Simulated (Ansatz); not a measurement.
Here is the system:

SbRuSe:
```yaml
crystal:
  lattice:
    - [6.39193, 0.00000, 0.00000]
    - [0.00000, 6.33208, 0.00000]
    - [-2.50211, 0.00000, 5.92203]
  atoms:
    - { symbol: Sb, position: [0.14508, 0.36560, 0.37679] }
    - { symbol: Sb, position: [0.85492, 0.63440, 0.62321] }
    - { symbol: Sb, position: [0.85492, 0.86560, 0.12321] }
    - { symbol: Sb, position: [0.14508, 0.13440, 0.87679] }
    - { symbol: Ru, position: [0.28732, 0.99477, 0.29961] }
    - { symbol: Ru, position: [0.71268, 0.00523, 0.70039] }
    - { symbol: Ru, position: [0.71268, 0.49477, 0.20039] }
    - { symbol: Ru, position: [0.28732, 0.50523, 0.79961] }
    - { symbol: Se, position: [0.34930, 0.63337, 0.18096] }
    - { symbol: Se, position: [0.65070, 0.36663, 0.81904] }
    - { symbol: Se, position: [0.65070, 0.13337, 0.31904] }
    - { symbol: Se, position: [0.34930, 0.86663, 0.68096] }
```

This is the r²SCAN-relaxed structure. x, y and z are the axes in which the lattice vectors are written.

Question: All from r²SCAN (plane waves, PAW; program Ansatz), unless another level is named. Give the smallest direct gap on the standard path.

Answer: 1.18 eV.

Question: Next, the band gap?

Answer: 0.94 eV (indirect).

Question: What about the formation energy from the elements (no fitted shifts)?

Answer: -0.46 eV/atom.

Question: Next, the valence-band maximum?

Answer: off the standard path, at k = (-0.495, 0.000, 0.234).

Question: What about the conduction-band minimum?

Answer: at Γ.

Space group P2_1/c. The workflow started from a Materials Project entry (that database holds measured and hypothetical structures alike); the Crystallography Open Database copy checked does not list it. Whether it is the stable phase at ambient conditions was not checked. Symmetry was held in the r²SCAN relaxation; its stability against distortions is not shown here. The run is not spin-polarised. The references are the lowest solids computed at this level, not always the standard phases. Scalar-relativistic: spin–orbit coupling is off unless named, which matters more the heavier the elements.

Potentials: the later of the program's two PAW sets.
